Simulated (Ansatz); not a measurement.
The relaxed structure here is a generated cell of MgRh: the first start was made by placing the elements on the sites of a structure type, and the end was not matched to a known phase here, so it may be hypothetical.

The end point of a relaxation of MgRh. Space group Fm-3m (No. 225), rock salt type. These are PBEsol (plane waves to 420 eV, PAW, scalar-relativistic; Ansatz, an electronic-structure program) values and carry that method's errors.

```cif
data_Mg4Rh4
_chemical_formula_sum 'Rh4 Mg4'
_space_group_name_H-M_alt 'Fm-3m'
_space_group_IT_number 225
_space_group_name_Hall '-F 4 2 3'
_cell_length_a 5.09312
_cell_length_b 5.09312
_cell_length_c 5.09312
_cell_angle_alpha 90.000
_cell_angle_beta 90.000
_cell_angle_gamma 90.000
loop_
_atom_site_label
_atom_site_type_symbol
_atom_site_symmetry_multiplicity
_atom_site_Wyckoff_symbol
_atom_site_fract_x
_atom_site_fract_y
_atom_site_fract_z
_atom_site_occupancy
Rh1 Rh 4 a 0.00000 0.00000 0.00000 1
Mg1 Mg 4 b 0.50000 0.50000 0.50000 1
```
(The calculation used a cell of 2 atoms; values per cell refer to that cell.)

For MgRh, the volume per atom comes out as 16.51 Å³ and the band gap is zero (metallic). The shortest distances is Mg–Rh 2.55 Å and the k-mesh comes out as 16×16×16.

No spin polarisation in the result.

The run could not lose the symmetry of its start: the end is stationary, and may be a saddle point rather than a minimum.

All atoms sit on sites fixed by symmetry, so only the cell could relax.
